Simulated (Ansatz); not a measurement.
Total density of states per atom from DFT-PBEsol in the program Ansatz with PAW potentials, in 0.25 eV bins, energy from the Fermi level:

```
E (eV) | states/eV/atom
    -7.85 | ### 0.17
    -7.60 | #### 0.21
    -7.35 | ######## 0.42
    -7.10 | ########### 0.54
    -6.85 | ############### 0.75
    -6.60 | ############ 0.59
    -6.35 | ### 0.17
    -6.10 |  0.00
    -5.85 |  0.00
    -5.60 |  0.00
    -5.35 |  0.00
    -5.10 |  0.00
    -4.85 |  0.00
    -4.60 |  0.00
    -4.35 |  0.00
    -4.10 |  0.00
    -3.85 |  0.02
    -3.60 | ##### 0.26
    -3.35 | ############ 0.59
    -3.10 | ################### 0.95
    -2.85 | ##### 0.25
    -2.60 | ######## 0.41
    -2.35 | ############ 0.60
    -2.10 | ############# 0.66
    -1.85 | ############### 0.73
    -1.60 | ###################### 1.09
    -1.35 | ################### 0.93
    -1.10 | #################### 1.00
    -0.85 | ############################## 1.48
    -0.60 | ### 0.14
    -0.35 | ############## 0.67
    -0.10 | ############### 0.75
     0.15 | ############# 0.63
     0.40 | ################ 0.77
     0.65 | ############# 0.65
     0.90 | ############ 0.61
     1.15 | ##################### 1.04
     1.40 | #################### 0.99
     1.65 | ############# 0.64
     1.90 | ########## 0.50
     2.15 | ################ 0.78
     2.40 | ################ 0.78
     2.65 | ############### 0.73
     2.90 | ################## 0.87
     3.15 | #################### 1.01
     3.40 | ###################### 1.10
     3.65 | #################### 0.99
     3.90 | ##################### 1.06
     4.15 | ######################## 1.20
```

Q: Which compound is it?
A) YPt3, Cu3Au type
B) Y5Si3, P6_3/mcm (Y on 6g, Y on 4d, Si on 6g)
C) SrGa2H2, P-3m1 (Ga on 2d, H on 2d, Sr on 1a)
D) SiW, rock salt

A: B, Y5Si3, P6_3/mcm (Y on 6g, Y on 4d, Si on 6g). Within 0.5 eV of the Fermi level: Y 4d 82 %, Si 3p 9 %. Projections are on Löwdin-orthogonalised atomic valence shells; empty p or d shells of many metals are not among them.

The workflow started from a Materials Project entry (that database holds measured and hypothetical structures alike); the Crystallography Open Database copy checked does not list it. Whether it is the stable phase at ambient conditions was not checked. The PBEsol relaxation kept the symmetry of its start; its stability against distortions is not shown here. The run is not spin-polarised. Scalar-relativistic: spin–orbit coupling is off unless named, which matters more the heavier the elements.

Potentials: the later of the program's two PAW sets.
